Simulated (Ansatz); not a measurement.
C:
```
C
1.0
    2.11620    -4.36081     0.00000
    2.11620     4.36081     0.00000
    0.00000     0.00000     2.50098
C
8
Direct
  0.40459   0.22614   0.00000
  0.59541   0.77386   0.00000
  0.22614   0.40459   0.00000
  0.77386   0.59541   0.00000
  0.01843   0.35174   0.50000
  0.98157   0.64826   0.50000
  0.35174   0.01843   0.50000
  0.64826   0.98157   0.50000
```

Relaxed with PBEsol. 

Question: HSE06 on this cell (Ansatz, a quantum-chemistry and plane-wave program, PAW) gives a gap of 4.38 eV. What does PBEsol give?

Answer: 3.09 eV.

Cost on shared cores: the PBEsol run (SCF on a 7×7×11 mesh, then bands and DOS) roughly 40 core-seconds, the HSE06 run (SCF on 4×4×6, then a few points) about 70 core-seconds (a rough figure); the tasks are unlike.

Space group Cmmm. The start of the workflow was typed in or built on a structure type; the Crystallography Open Database copy checked does not list it. It is not the phase usual at ambient conditions (space group No. 194, 227). Symmetry was held in the PBEsol relaxation; its stability against distortions is not shown here.

Potentials: the earlier of the program's two PAW sets. The files were generated under PBE; for other functionals the program regenerates the frozen cores, and for LDA and PBEsol the local potential too.

Ansatz is a plane-wave DFT program.
